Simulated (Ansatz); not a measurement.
## Fe: a fit and a missing row

Fe, Im-3m, a = 2.867 Å. Ansatz: r2SCAN, PAW, 500 eV, Γ-centred 20×20×20 mesh on 1 atom, Gaussian smearing 0.10 eV; collinear spin, largest moment 2.8 μB. Symmetry fixes shape and atoms, so the cell is only scaled; pressure is positive in compression.

| V (Å³/atom) | P (GPa) |
| --- | --- |
| 11.070 | 12.78 |
| 11.423 | 6.25 |
| 11.777 | -0.02 |
| 12.130 | -5.40 |
| 12.483 | ? |

Problem. Take V0 = 11.777 Å³/atom, count pressures from its P0 = -0.02 GPa, fit the third-order Birch–Murnaghan form to the other rows, and predict the missing pressure.

Solution. With the Eulerian strain f = ½[(V0/V)^(2/3) − 1] and y = (P − P0)/[3f(1 + 2f)^(5/2)], the form is the line y = B0 + 1.5 B0 (B0′ − 4) f. Rows (f, y): 0.02107, 182.6; 0.01028, 193.2; -0.00975, 193.2. Means f = 0.007200, y = 189.67; Σ(Δf)² = 0.0004892, ΣΔfΔy = -0.1470; the slope is their ratio. y = 191.8 − 300.6 f GPa, so B0 = 191.8 GPa and B0′ = 4 + 2 × (-300.6)/(3 × 191.8) = 2.96. At V = 12.483, f = -0.01903, y = 197.52 and P = -10.25 GPa. The run gave -9.44 GPa, so the fit is 0.81 GPa too low, 3.6 % of the span of the series, against an rms of 0.14 GPa on the fitted rows. The row lies outside the fitted range. The records show no cause, and too few rows are left to test a further term.

The state reached may not be the lowest one.

Cost: 5 runs of about 2 core-minutes in all, on Arm Neoverse V2 (shared hosts).